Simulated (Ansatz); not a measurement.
## Mg$_{2}$ZnO$_{3}$, first-principles data

Mg₂ZnO₃:
```
CELL_PARAMETERS angstrom
      2.99675     0.00000     0.00000
     -1.49838     2.59526     0.00000
      0.00000     0.00000     7.30680
ATOMIC_POSITIONS crystal
  Mg 0.33333 0.66667 0.66632
  Mg 0.66667 0.33333 0.33368
  Zn 0.00000 0.00000 0.00000
  O  0.33333 0.66667 0.17118
  O  0.66667 0.33333 0.82882
  O  0.00000 0.00000 0.50000
```

Space group P-3m1 (No. 164); conventional cell a = 2.997 Å, b = 2.997 Å, c = 7.307 Å, α = 90.00°, β = 90.00°, γ = 120.00°.

Method: PBEsol in the plane-wave PAW code Ansatz. Structure relaxed to zero pressure with the same functional. Other levels are named where they apply.

**Cell and energy**

Volume per atom: 9.47 Å³
Density: 4.73 g/cm³
Formation energy from the elements (no fitted shifts): -2.27 eV/atom

**Electronic structure**

- Band gap = 3.06 eV (indirect)
- Valence-band maximum = at A
- Conduction-band minimum = at Γ
- Smallest direct gap on the standard path = 3.14 eV
- Electron effective mass = 0.30 mₑ (isotropic)
- HSE06 gap on the PBEsol cell = 4.95 eV

**Mechanics**

Bulk modulus (Birch–Murnaghan fit): 166 GPa
Pressure derivative B′: 4.2
Elastic constants (relaxed ions, GPa): C11 = 316, C12 = 97.3, C13 = 86.1, C14 = 23.7, C33 = 328, C44 = 80.1
Mechanical stability: stable (all eigenvalues of C positive)
Hill bulk and shear moduli: 166 and 95.8 GPa
Young's modulus: 241 GPa
Poisson's ratio: 0.26
Debye temperature from the elastic constants: 703 K

**Dielectric response**

- Electronic dielectric constant ε∞ (DFPT): 3.82 (xx = yy), 3.74 (zz)
- Static dielectric constant ε0 (ions relaxed, cell fixed): 15.2 (xx = yy), 13.1 (zz)
- Born charges (a third of the trace): Mg +2.07, Zn +2.18, O -2.13 to -2.08 e

**Phonons**

- Highest zone-centre frequency (without LO–TO term): 611 cm⁻¹
- Zone-centre stability: no imaginary mode at Γ

The workflow started from a Materials Project entry (that database holds measured and hypothetical structures alike); the Crystallography Open Database copy checked does not list it. With Mg and Zn taken as one species the cell has the higher symmetry Fm-3m, so it may be an ordered model of a mixed-site phase. Its standing as an ambient phase is unchecked. The cell was relaxed with PBEsol under the symmetry of its start. The references are the lowest solids computed at this level, not always the standard phases (solids in place of the gases).

Potentials: the later of the program's two PAW sets.
